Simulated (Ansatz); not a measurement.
## TeBr6 with hydrogen replacing Br: a run for the field gradients

```yaml
crystal:
  lattice:
    - [0.0, 7.428041, 11.0806]
    - [7.428041, 0.0, 11.0806]
    - [7.428041, 7.428041, 0.0]
  atoms:
    - { symbol: Te, position: [0.25, 0.25, 0.25] }
    - { symbol: Te, position: [0.75, 0.75, 0.75] }
    - { symbol: Te, position: [0.0, 0.0, 0.0] }
    - { symbol: Te, position: [0.5, 0.5, 0.5] }
    - { symbol: Br, position: [0.134187, 0.134187, 0.365813] }
    - { symbol: Br, position: [0.634187, 0.634187, 0.865813] }
    - { symbol: Br, position: [0.384187, 0.384187, 0.615813] }
    - { symbol: Br, position: [0.884187, 0.884187, 0.115813] }
    - { symbol: Br, position: [0.365813, 0.365813, 0.134187] }
    - { symbol: Br, position: [0.865813, 0.865813, 0.634187] }
    - { symbol: Br, position: [0.115813, 0.115813, 0.884187] }
    - { symbol: Br, position: [0.615813, 0.615813, 0.384187] }
    - { symbol: H, position: [0.2121425, 0.2878575, 0.4931145] }
    - { symbol: Br, position: [0.7121425, 0.7878575, 0.9931145] }
    - { symbol: Br, position: [0.2878575, 0.2121425, 0.0068855] }
    - { symbol: Br, position: [0.7878575, 0.7121425, 0.5068855] }
    - { symbol: Br, position: [0.7431145, 0.2568855, 0.4621425] }
    - { symbol: Br, position: [0.2431145, 0.7568855, 0.9621425] }
    - { symbol: Br, position: [0.2568855, 0.7431145, 0.5378575] }
    - { symbol: Br, position: [0.7568855, 0.2431145, 0.0378575] }
    - { symbol: Br, position: [0.0068855, 0.4931145, 0.2121425] }
    - { symbol: Br, position: [0.5068855, 0.9931145, 0.7121425] }
    - { symbol: Br, position: [0.4931145, 0.0068855, 0.2878575] }
    - { symbol: Br, position: [0.9931145, 0.5068855, 0.7878575] }
    - { symbol: Br, position: [0.0378575, 0.9621425, 0.2431145] }
    - { symbol: Br, position: [0.5378575, 0.4621425, 0.7431145] }
    - { symbol: Br, position: [0.9621425, 0.0378575, 0.7568855] }
    - { symbol: Br, position: [0.4621425, 0.5378575, 0.2568855] }
kpoints:
  mp_grid: { grid: [2, 2, 2] }
scf:
  occupations: { method: fermi_dirac, width: 0.01 }
  max_iter: 75
hamiltonian:
  xc: pbe
  pseudopotentials: { kind: nc }
output:
  forces: true
  stress: true
  populations: true
  efg:
    quadrupole_moments_barn: { Br: 0.2579, H: 0.00285783 }
    contact_densities: true
magnetization:
  spin_polarized: true
  spin_orbit: true
```

```sh
ansatz run input.yaml --threads 1 --pin off --max-ram 3072MiB --backend cpu --events-out ev --progress --plain --runs-dir out
```

Question: What happens when this input is run?

Answer: The program refused the input. The input holds spin-orbit coupling on scalar files. The program says:

```
Error: 3 input errors — fix all and re-run
  1. inconsistent input (magnetization.spin_orbit, magnetization.noncollinear): true requires noncollinear: true — spin–orbit coupling acts on 2-spinor wavefunctions; set both flags
  2. inconsistent input (magnetization.spin_orbit, hamiltonian.pseudopotentials.kind): true requires a fully-relativistic hamiltonian.pseudopotentials.kind (nc_fr or paw_fr), or kind: all_electron without datasets and azcp, which then solves Dirac's equation on LAPW. paw_fr resolves this project's PAW files (source: ansatz) by j as it reads them
```

Against a sound input the change was `magnetization`: not typed → {spin_polarized: true, spin_orbit: true}; `hamiltonian.pseudopotentials`: {kind: paw} → {kind: nc}; `scf.max_iter`: not typed → 75.

With the sound settings the run converges and gives V_zz (10²¹ V/m²) Te1 -3.88 (η 0.46), Te2 -1.24 (η 0.68), Te3 -1.16 (η 0.08), Br5 67.0 (η 0.02), Br6 73.6 (η 0.02), Br7 71.9 (η 0.01), among others; a site carries the number of its first atom in the input. The run isn't spin-polarised, and a state with spin may lie lower. The defect repeats with the cell of 28 atoms, so it feels its images: sites between two images don't show the values beside a lone defect, and zeros or small values of η there can come from the images' arrangement. Br and Te carry a gradient in the pure host already, so the values there aren't the defect's effect alone. The defect cell has no gap above 0.1 eV on its mesh, so the values can hang on the smearing and the k-mesh. Without spin–orbit coupling the gradients at and beside Te can be off by some per cent, at some sites by more. The neighbours have not yet relaxed around the defect (largest force 1.6 eV/Å), so a real crystal will differ.
